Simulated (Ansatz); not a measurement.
Input:

WN$_{2}$:
```yaml
crystal:
  lattice:
    - [2.87783, 0.00000, 0.00000]
    - [-1.43892, 2.49227, 0.00000]
    - [0.00000, 0.00000, 3.86725]
  atoms:
    - { symbol: W, position: [0.66667, 0.33333, 0.50000] }
    - { symbol: N, position: [0.00000, 0.00000, 0.81951] }
    - { symbol: N, position: [0.00000, 0.00000, 0.18049] }
```

This is the LDA-relaxed structure. Tensor components refer to the Cartesian frame of this cell.

Task: All from the program Ansatz at the LDA level (PAW), unless another level is named. Give the zero-point energy.

Result: 100.5 meV/atom.

Task: And the Debye temperature from the elastic constants?

Result: 698 K.

Task: Next, the piezoelectric stress constants (proper, relaxed ions, C/m²)?

Result: e16 = e21 = 0.67, e22 = -0.67.

Task: And the elastic constants (relaxed ions, GPa)?

Result: C11 = 642, C12 = 204, C13 = 229, C33 = 1070, C44 = 244.

Task: And the vibrational entropy at 300 K?

Result: 11.9 J/(K·mol of atoms).

Space group P-6m2. The first step of the workflow began from a Materials Project structure, measured or hypothetical; the Crystallography Open Database copy checked does not list it. Whether it is the stable phase at ambient conditions was not checked. The LDA relaxation kept the symmetry of its start; whether a distortion lowers the energy is not shown. The run is not spin-polarised. Signs of piezoelectric constants follow the polarity of the cell as given. Spin–orbit coupling is left out wherever it is not named.

Potentials: the later of the program's two PAW sets.
